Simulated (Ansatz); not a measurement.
Here is an unrelaxed guess for AlGa₂N₃.

```cif
data_structure
_symmetry_space_group_name_H-M 'I4/mmm'
_symmetry_Int_Tables_number 139
_cell_length_a 3.4027
_cell_length_b 3.4027
_cell_length_c 14.4363
_cell_angle_alpha 90.000
_cell_angle_beta 90.000
_cell_angle_gamma 90.000
_cell_volume 167.15
loop_
_atom_site_label
_atom_site_type_symbol
_atom_site_symmetry_multiplicity
_atom_site_Wyckoff_symbol
_atom_site_fract_x
_atom_site_fract_y
_atom_site_fract_z
_atom_site_occupancy
Al1 Al 2 a 0.00000 0.00000 0.00000 1
Ga1 Ga 4 e 0.50000 0.50000 0.16667 1
N1 N 4 e 0.00000 0.00000 0.16667 1
N2 N 2 b 0.50000 0.50000 0.00000 1
```

Method: DFT PBE, scalar-relativistic, plane waves, PAW in Ansatz. Plane waves to 420 eV, a k mesh through Γ of 8×8×8 on the computed 6-atom cell and Gaussian smearing (0.10 eV); no spin polarisation.

Formation energies are uncorrected and refer to the elements' standard structures at the same level (N₂ as a molecule).

Question: How far from equilibrium is it?

Answer: The pressure is -35.1 GPa (the mean over three directions, positive in compression), the largest force is 0.40 eV/Å, and the energy is +0.41 eV/atom against the elements. The shortest distance is 2.41 Å.

Question: How much does it gain on relaxing, and where does it end?

Answer: Relaxing gains about 0.76 eV/atom in 13 ionic steps and ends at −0.348 eV/atom on the finer mesh. The symmetry stays I4/mmm (No. 139). The volume per atom shrinks by 33.2 %, from 13.9 to 9.3 Å³. The shortest distance goes from 2.41 Å (Al–N and Ga–N) to 2.07 Å (Al–N). Conventional cell: a = 2.972 Å, c = 12.642 Å. Al is surrounded by 6 N at 2.07–2.10 Å; Ga is surrounded by 6 N at 2.10–2.16 Å; around N on a site of symmetry 4mm lie 1 Al at 2.07 Å and 5 Ga at 2.10–2.16 Å; 1 more site not described.

The last run used a 12×12×12 mesh for its 6-atom cell and Gaussian smearing of 0.02 eV. The relaxation can't lower the symmetry of the start. Symmetry constrained the relaxation, so the result can be a saddle point. Another cell of AlGa2N3 relaxed alike, in P3m1, lies 0.39 eV/atom lower, so this cell isn't the stable form at this level.
